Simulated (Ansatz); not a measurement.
# Is this Ti5Re3 structure a true minimum?

It was reached by relaxing an invented guess, and it needn't be the stable form of this composition.

Level of theory: DFT PBE, scalar-relativistic, plane waves, PAW (Ansatz 0.2.0). Cutoff 420 eV; k points 8×8×8 on the computed 8-atom cell (Γ-centred); Gaussian smearing, width 0.10 eV; collinear spin from starting moments 0.7 0.1 0.1 0.1 0.1 0.0 0.0 0.0 μB.

The cell below (8 atoms, space group Im-3m (No. 229)) is relaxed within its symmetry.

```
Ti Re
1.0
    -3.14221    3.14221    3.14221
     3.14221   -3.14221    3.14221
     3.14221    3.14221   -3.14221
Ti Re
5 3
Direct
  0.00000 0.00000 0.00000
  0.00000 0.00000 0.50000
  0.00000 0.50000 0.00000
  0.50000 0.00000 0.00000
  0.50000 0.50000 0.50000
  0.00000 0.50000 0.50000
  0.50000 0.50000 0.00000
  0.50000 0.00000 0.50000
```

For the test it was strained at random (σ = 1.5 % a component), the atoms were moved at random (σ = 0.10 Å), and all was relaxed again on a coarse 6×6×6 mesh (in the run’s order of axes) with 0.20 eV smearing, with no symmetry imposed.

Spin–orbit coupling, which can matter for Re, is left out.

**Question.** Does it come back?

**Answer.** It returns, within 1 meV/atom of the unmoved cell on that mesh and with the same symmetry when read at 0.1 Å. So it is stable against the distortions that fit this cell and that this random move excites. Modes that don't fit the cell aren't tested.
